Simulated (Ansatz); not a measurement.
Nb2C:
```
CELL_PARAMETERS angstrom
     10.97287     0.00000     0.00000
      0.00000     3.09351     0.00000
      0.00000     0.00000     4.97577
ATOMIC_POSITIONS crystal
  Nb 0.29660 0.75000 0.73485
  Nb 0.70340 0.25000 0.26515
  Nb 0.20340 0.25000 0.23485
  Nb 0.79660 0.75000 0.76515
  Nb 0.54594 0.25000 0.75394
  Nb 0.45406 0.75000 0.24606
  Nb 0.95406 0.75000 0.25394
  Nb 0.04594 0.25000 0.74606
  C  0.37565 0.25000 0.99033
  C  0.62435 0.75000 0.00967
  C  0.12435 0.75000 0.49033
  C  0.87565 0.25000 0.50967
```

Relaxed with r²SCAN.

Task: Give the Bader charges and basin volumes of the independent atoms, DFT-r²SCAN in the program Ansatz with PAW potentials.

Result: 

```json
[
 {"atom": "Nb1", "Bader charge (e)": "+0.90", "Bader volume (Å³)": "15.7"},
 {"atom": "Nb5", "Bader charge (e)": "+1.02", "Bader volume (Å³)": "15.1"},
 {"atom": "C9", "Bader charge (e)": "-1.92", "Bader volume (Å³)": "11.4"}
]
```

Space group Pnma. The workflow started from a Materials Project entry (that database holds measured and hypothetical structures alike); the Crystallography Open Database copy checked does not list it. Whether it is the stable phase at ambient conditions was not checked. The r²SCAN relaxation kept the symmetry of its start; its stability against distortions is not shown here. No spin polarisation was allowed.

Potentials: the earlier of the program's two PAW sets. The files were generated under PBE; for other functionals the program regenerates the frozen cores, and for LDA and PBEsol the local potential too.
